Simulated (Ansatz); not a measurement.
WS₂:
```cif
data_S4W2
_chemical_formula_sum 'W2 S4'
_space_group_name_H-M_alt 'P63/mmc'
_space_group_IT_number 194
_space_group_name_Hall '-P 6c 2c'
_cell_length_a 3.12682
_cell_length_b 3.12682
_cell_length_c 12.15594
_cell_angle_alpha 90.000
_cell_angle_beta 90.000
_cell_angle_gamma 120.000
loop_
_atom_site_label
_atom_site_type_symbol
_atom_site_symmetry_multiplicity
_atom_site_Wyckoff_symbol
_atom_site_fract_x
_atom_site_fract_y
_atom_site_fract_z
_atom_site_occupancy
W1 W 2 c 0.33333 0.66667 0.25000 1
S1 S 4 f 0.66667 0.33333 0.12150 1
```

This is the LDA-relaxed structure.

Problem. All from the program Ansatz at the LDA level (PAW), unless another level is named. Estimate the smallest direct gap on the standard path.

Solution. 1.88 eV.

Problem. Give the band gap.

Solution. 0.83 eV (indirect).

Problem. Predict the hole effective mass.

Solution. 0.58, 0.58, 0.81 mₑ (principal values).

Problem. Predict the formation energy from the elements (no fitted shifts).

Solution. -0.96 eV/atom.

Problem. What about the electron effective mass?

Solution. 0.42, 0.48, 0.52 mₑ (principal values).

Problem. What about the conduction-band minimum?

Solution. on the K–Γ line, 47 % of the way from K (6 equivalent valleys).

Space group P6_3/mmc. The cell was relaxed with LDA under the symmetry of its start; phonons on a q-mesh show no instability. The run is not spin-polarised. A crystal of weakly bound layers computed without a dispersion correction: the cell and the soft elastic constants depend strongly on that. The references are the lowest solids computed at this level, not always the standard phases. Scalar-relativistic: spin–orbit coupling is off unless named, which matters more the heavier the elements.

Potentials: the later of the program's two PAW sets.
